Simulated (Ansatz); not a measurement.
Relaxed-ion elastic tensor of BeSe (zinc blende, space group No. 216) in GPa (Voigt order), DFT-LDA in the program Ansatz with PAW potentials; density 4.45 g/cm³, 16.40 Å³ per atom.

|  | 1 | 2 | 3 | 4 | 5 | 6 |
|---|---|---|---|---|---|---|
| 1 | 138 | 56.7 | 56.7 | 0.0 | 0.0 | 0.0 |
| 2 | 56.7 | 138 | 56.7 | 0.0 | 0.0 | 0.0 |
| 3 | 56.7 | 56.7 | 138 | 0.0 | 0.0 | 0.0 |
| 4 | 0.0 | 0.0 | 0.0 | 70.9 | 0.0 | 0.0 |
| 5 | 0.0 | 0.0 | 0.0 | 0.0 | 70.9 | 0.0 |
| 6 | 0.0 | 0.0 | 0.0 | 0.0 | 0.0 | 70.9 |

### Question
Is the crystal mechanically stable?

### Answer
Yes: the smallest eigenvalue of C is 70.9 GPa.

### Question
Work out the Voigt, Reuss and Hill averages.

### Answer
K_V = 83.9, K_R = 83.9, K_H = 83.9; G_V = 58.8, G_R = 54.7, G_H = 56.8 GPa.

### Question
Give Young's modulus, Poisson's ratio, Pugh's ratio and the universal anisotropy index.

### Answer
E = 9KG/(3K + G) = 139 GPa; ν = 0.22; K/G = 1.48 (brittle by the Pugh limit of 1.75); A_U = 5G_V/G_R + K_V/K_R − 6 = 0.37.

### Question
Estimate the sound speeds and the Debye temperature.

### Answer
v_l = √((K + 4G/3)/ρ) = 5990 m/s, v_t = √(G/ρ) = 3570 m/s, mean 3950 m/s; Θ = (h/k)(3n/4πV)^(1/3) v_m = 463 K.

### Question
Give the Zener ratio and Young's modulus along [100], [110] and [111].

### Answer
A = 2C44/(C11 − C12) = 1.74; 1/E = S11 − 2(S11 − S12 − S44/2)Γ with Γ = 0, 1/4, 1/3 gives 105, 145, 166 GPa.

### Question
Solve the Christoffel equation for the three sound speeds along [100], [110], [111].

### Answer
Eigenvalues of C_ijkl n_j n_l equal ρv² (piezoelectric stiffening left out). In km/s, slowest first: [100] 3.99, 3.99, 5.57; [110] 3.03, 3.99, 6.15; [111] 3.38, 3.38, 6.33.

Space group F-43m (zinc blende). The LDA relaxation kept the symmetry of its start; phonons on a q-mesh show no instability.

Potentials: the earlier of the program's two PAW sets.
